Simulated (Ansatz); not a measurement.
**KRb: relaxed-ion elastic tensor**

The calculation used DFT PBEsol, scalar-relativistic, plane waves, PAW in Ansatz 0.2.0. Settings: 420 eV plane-wave cutoff, Γ-centred 10×10×6 mesh, Fermi-Dirac smearing of 0.15 eV. No spin polarisation.

Equilibrium structure at this level:
```
CELL_PARAMETERS angstrom
4.82564 0.00000 0.00000
0.00000 4.82564 0.00000
0.00000 0.00000 6.80938
ATOMIC_POSITIONS crystal
K 0.00000 0.00000 0.00000
Rb 0.50000 0.50000 0.50000
```

The cell was built by swapping an element in a database structure (itself possibly hypothetical) and relaxing; it need not be the stable form of this composition. In a metal, frequencies and elastic constants depend on the k mesh and the smearing, soft modes and shear constants most.

Task: Give the relaxed-ion elastic constants (GPa, Voigt order xx yy zz yz xz xy, on the axes of the cell above).

Result:
```
5.6 1.0 2.9 0.0 0.0 0.0
1.0 5.6 2.9 0.0 0.0 0.0
2.9 2.9 3.7 0.0 0.0 0.0
0.0 0.0 0.0 2.3 0.0 0.0
0.0 0.0 0.0 0.0 2.3 0.0
0.0 0.0 0.0 0.0 0.0 0.4
```

Task: Is the crystal stable against homogeneous strain?

Result: Too close to call: the least eigenvalue is 0.4 GPa, within what the k mesh leaves open in a metal.